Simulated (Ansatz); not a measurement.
Input, command and steps of an Ansatz relaxation.

```yaml
crystal:
  lattice:
    - [3.4514180652, 0.0, 0.0]
    - [0.0, 3.4514180652, 0.0]
    - [0.0, 0.0, 3.4514180652]
  atoms:
    - { symbol: Cd, position: [0.0, 0.0, 0.0] }
    - { symbol: H, position: [0.0, 0.5, 0.5] }
    - { symbol: H, position: [0.5, 0.0, 0.5] }
    - { symbol: H, position: [0.5, 0.5, 0.0] }
basis:
  ecutwfc: 420
kpoints:
  mp_grid: { grid: [6, 6, 6] }
hamiltonian:
  xc: pbe
scf:
  occupations: { method: gaussian, width: 0.1 }
  lower_state_search: "off"
output:
  forces: true
  stress: true
  eigenvalues: true
relax:
  adjacent_minimum: "off"
  f_tol: 0.04
  max_steps: 70
  cell: { stress_tol: 0.4 }
```

```bash
ansatz run input.yaml --threads 1 --pin off --max-ram 2560MiB --backend cpu --events-out ev --progress --plain --runs-dir out
```

All numbers below come from DFT PBE, scalar-relativistic, plane waves, PAW (Ansatz).

Of 5 frames 5 are shown, positions in Å and forces in eV/Å; the SCF threshold varies from step to step. Steps run on the plane waves of an earlier cell, with a Pulay correction in the pressure. The basis is chosen afresh for the last frame, the zero of the energies, and at times for earlier ones too; energy and pressure step there, also at an unchanged geometry.

```xyz
4
Lattice="3.4514 0.0000 0.0000 0.0000 3.4514 0.0000 0.0000 0.0000 3.4514" Properties=species:S:1:pos:R:3:forces:R:3 pbc="T T T" step=1 free_energy_over_end_meV_per_atom=60.93 pressure_GPa=-9.17
Cd    0.0000    0.0000    0.0000    0.0000    0.0000    0.0000
H     0.0000    1.7257    1.7257    0.0000    0.0000    0.0000
H     1.7257    0.0000    1.7257    0.0000    0.0000    0.0000
H     1.7257    1.7257    0.0000    0.0000    0.0000    0.0000
4
Lattice="3.2832 0.0000 0.0000 0.0000 3.2832 0.0000 0.0000 0.0000 3.2832" Properties=species:S:1:pos:R:3:forces:R:3 pbc="T T T" step=2 free_energy_over_end_meV_per_atom=2.18 pressure_GPa=-2.71
Cd    0.0000    0.0000    0.0000    0.0000    0.0000    0.0000
H     0.0000    1.6416    1.6416    0.0000    0.0000    0.0000
H     1.6416    0.0000    1.6416    0.0000    0.0000    0.0000
H     1.6416    1.6416    0.0000    0.0000    0.0000    0.0000
4
Lattice="3.2219 0.0000 0.0000 0.0000 3.2219 0.0000 0.0000 0.0000 3.2219" Properties=species:S:1:pos:R:3:forces:R:3 pbc="T T T" step=3 free_energy_over_end_meV_per_atom=-0.97 pressure_GPa=1.18
Cd    0.0000    0.0000    0.0000    0.0000    0.0000    0.0000
H     0.0000    1.6109    1.6109    0.0000    0.0000    0.0000
H     1.6109    0.0000    1.6109    0.0000    0.0000    0.0000
H     1.6109    1.6109    0.0000    0.0000    0.0000    0.0000
4
Lattice="3.2400 0.0000 0.0000 0.0000 3.2400 0.0000 0.0000 0.0000 3.2400" Properties=species:S:1:pos:R:3:forces:R:3 pbc="T T T" step=4 free_energy_over_end_meV_per_atom=-1.29 pressure_GPa=-0.08
Cd    0.0000    0.0000    0.0000    0.0000    0.0000    0.0000
H     0.0000    1.6200    1.6200    0.0000    0.0000    0.0000
H     1.6200    0.0000    1.6200    0.0000    0.0000    0.0000
H     1.6200    1.6200    0.0000    0.0000    0.0000    0.0000
4
Lattice="3.2400 0.0000 0.0000 0.0000 3.2400 0.0000 0.0000 0.0000 3.2400" Properties=species:S:1:pos:R:3:forces:R:3 pbc="T T T" step=5 free_energy_over_end_meV_per_atom=0.00 pressure_GPa=-0.18
Cd    0.0000    0.0000    0.0000    0.0000    0.0000    0.0000
H     0.0000    1.6200    1.6200    0.0000    0.0000    0.0000
H     1.6200    0.0000    1.6200    0.0000    0.0000    0.0000
H     1.6200    1.6200    0.0000    0.0000    0.0000    0.0000
```

The start puts this composition into another compound's structure type, which needn't suit it. At the end the space group is Pm-3m (tolerance 0.05 Å).

The run took 6.9 s on 1 thread of AMD EPYC 7R43 64-Core Processor (Zen 3) (shared host), peak memory 0.33 GiB.

The k mesh is coarse.